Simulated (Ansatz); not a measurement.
LaBiS₂O:
```xyz
10
Lattice="4.0318 0.0000 0.0000 0.0000 4.0318 0.0000 0.0000 0.0000 14.0255" Properties=species:S:1:pos:R:3 pbc="T T T"
La     2.0159     0.0000     8.2637
La     0.0000     2.0159     5.7618
Bi     0.0000     2.0159    12.1909
Bi     2.0159     0.0000     1.8345
S      2.0159     0.0000    12.4870
S      0.0000     2.0159     1.5385
S      0.0000     2.0159     9.7026
S      2.0159     0.0000     4.3229
O      0.0000     0.0000     7.0127
O      2.0159     2.0159     7.0127
```

Tensor components refer to the Cartesian frame of this cell.

### Question
Give the high-frequency dielectric tensor and the Born effective charge tensors of the independent atoms from DFPT, r²SCAN+D4 (plane waves, PAW; program Ansatz).

### Answer

ε∞:
```
14.0  0.00  0.00
0.00  14.0  0.00
0.00  0.00  6.72
```
Z* of atom 1 (La), rows: field, columns: displacement, in e:
```
4.36  0.00  0.00
0.00  4.36  0.00
0.00  0.00  4.78
```
Z* of atom 3 (Bi), rows: field, columns: displacement, in e:
```
6.76  0.00  0.00
0.00  6.76  0.00
0.00  0.00  3.53
```
Z* of atom 5 (S), rows: field, columns: displacement, in e:
```
-6.71   0.00   0.00
 0.00  -6.71   0.00
 0.00   0.00  -1.56
```
Z* of atom 7 (S), rows: field, columns: displacement, in e:
```
-1.43   0.00   0.00
 0.00  -1.43   0.00
 0.00   0.00  -3.13
```
Z* of atom 9 (O), rows: field, columns: displacement, in e:
```
-2.98   0.00   0.00
 0.00  -2.98   0.00
 0.00   0.00  -3.61
```

Static charges for comparison (Bader): La1 +2.08, Bi3 +1.33, S5 -0.99, S7 -1.09, O9 -1.33 e. Born charges measure polarisation by displacement and can exceed these by far.

Space group P4/nmm. The first step of the workflow began from a Materials Project structure, measured or hypothetical; the Crystallography Open Database copy checked does not list it. Its standing as an ambient phase is unchecked. Symmetry was held in the r²SCAN+D4 relaxation. At this level the phase is dynamically unstable (imaginary phonons). Spin–orbit coupling is left out wherever it is not named.

Potentials: the earlier of the program's two PAW sets. The files were generated under PBE; for other functionals the program regenerates the frozen cores, and for LDA and PBEsol the local potential too.
